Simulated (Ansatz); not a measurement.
A geometry of C away from equilibrium: the start of the relaxation of a generated trial cell of C in the lonsdaleite structure type. The numbers are results of r2SCAN (plane waves to 500 eV, PAW, scalar-relativistic; Ansatz, a program for electronic structure), not measurements. Γ-centred k-mesh 10×10×6 on the run's cell (coarser than for final values), Fermi–Dirac smearing 0.05 eV.

```xyz
4
Lattice="2.5080 0.0000 0.0000 -1.2540 2.1720 0.0000 0.0000 0.0000 4.1830" Properties=species:S:1:pos:R:3 pbc="T T T"
C      0.0000     1.4480     0.2508
C      1.2540     0.7240     2.3423
C      1.2540     0.7240     3.9322
C      0.0000     1.4480     1.8407
```

### Question
Which atoms carry the largest force, and which way does it point?

### Answer
0.81 eV/Å, on C1, C2, C3, C4 (atoms numbered as listed); on C4 its components are (0.00, 0.00, -0.81).

### Question
What is the pressure?

### Answer
-2.6 GPa, compression positive.

No spin polarisation in the result.

The run could not lose the symmetry of its start; a randomly shaken copy of 8 atoms returns to this structure.
